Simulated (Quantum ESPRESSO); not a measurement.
pw.x input (Quantum ESPRESSO 7.5; LDA, PseudoDojo standard norm-conserving files, scalar-relativistic):

```
&CONTROL
  calculation = 'scf'
  pseudo_dir = './pseudo'
  outdir = './out'
  tprnfor = .true.
  tstress = .true.
/
&SYSTEM
  ibrav = 0
  nat = 12
  ntyp = 5
  ecutwfc = 84.0
  ecutrho = 336.0
  occupations = 'smearing'
  smearing = 'fd'
  degauss = 0.002
  nbnd = 31
/
&ELECTRONS
  conv_thr = 1.2e-09
/
ATOMIC_SPECIES
H 1.0080 H.upf
Li 6.9400 Li.upf
O 15.9990 O.upf
S 32.0600 S.upf
Cs 132.9055 Cs.upf
CELL_PARAMETERS angstrom
  6.065295000000  -2.870175000000   0.000000000000
  6.065295000000   2.870175000000   0.000000000000
 -1.568143000000   0.000000000000   4.549548000000
ATOMIC_POSITIONS crystal
H   0.370290000000   0.100290000000   0.766680000000
H   0.100290000000   0.370290000000   0.766680000000
H   0.541620000000   0.541620000000   0.444330000000
H   0.542030000000   0.542030000000   0.780620000000
Li   0.323100000000   0.323100000000   0.370510000000
O   0.490840000000   0.490840000000   0.570550000000
O   0.561530000000   0.991190000000   0.128550000000
O   0.991190000000   0.561530000000   0.128550000000
O   0.224240000000   0.224240000000   0.630740000000
O   0.605380000000   0.605380000000   0.162590000000
S   0.740840000000   0.740840000000   0.274040000000
Cs   0.999630000000   0.999630000000   0.999880000000
K_POINTS automatic
6 6 6 0 0 0
```

End of the output:

```

[...]
     the Fermi energy is     3.4442 ev
!    total energy              =    -253.36619589 Ry
     estimated scf accuracy    <          6.6E-10 Ry
     smearing contrib. (-TS)   =       0.00000000 Ry
     internal energy E=F+TS    =    -253.36619589 Ry
     The total energy is F=E-TS. E is the sum of the following terms:
     one-electron contribution =    -130.21498938 Ry
     hartree contribution      =      86.29378610 Ry
     xc contribution           =     -67.42796598 Ry
     ewald contribution        =    -142.01702662 Ry
     convergence has been achieved in  12 iterations
     Forces acting on atoms (cartesian axes, Ry/au):
     atom    1 type  1   force =    -0.00005576    0.00020622    0.00397792
     atom    2 type  1   force =    -0.00005576   -0.00020622    0.00397792
     atom    3 type  1   force =     0.00379836    0.00000000   -0.00454268
     atom    4 type  1   force =    -0.00118264    0.00000000    0.00361151
     atom    5 type  2   force =    -0.00147780    0.00000000    0.00033226
     atom    6 type  3   force =    -0.00199414    0.00000000    0.00109677
     atom    7 type  3   force =    -0.01020320   -0.01531946    0.00430538
     atom    8 type  3   force =    -0.01020320    0.01531946    0.00430538
     atom    9 type  3   force =     0.00284228    0.00000000    0.00514539
     atom   10 type  3   force =     0.01902809    0.00000000    0.00159194
     atom   11 type  4   force =    -0.00107786    0.00000000   -0.02682178
     atom   12 type  5   force =     0.00058164    0.00000000    0.00301998
     Total force =     0.043961     Total SCF correction =     0.000042
     Computing stress (Cartesian axis) and pressure
          total   stress  (Ry/bohr**3)                   (kbar)     P=      -43.71
  -0.00029974   0.00000000   0.00001574          -44.09        0.00        2.32
   0.00000000  -0.00031499   0.00000000            0.00      -46.34        0.00
   0.00001574   0.00000000  -0.00027672            2.32        0.00      -40.71
```
In a gapped system the printed Fermi energy is only some level inside the gap.

Geometry of the Materials Project entry, not relaxed at this level.
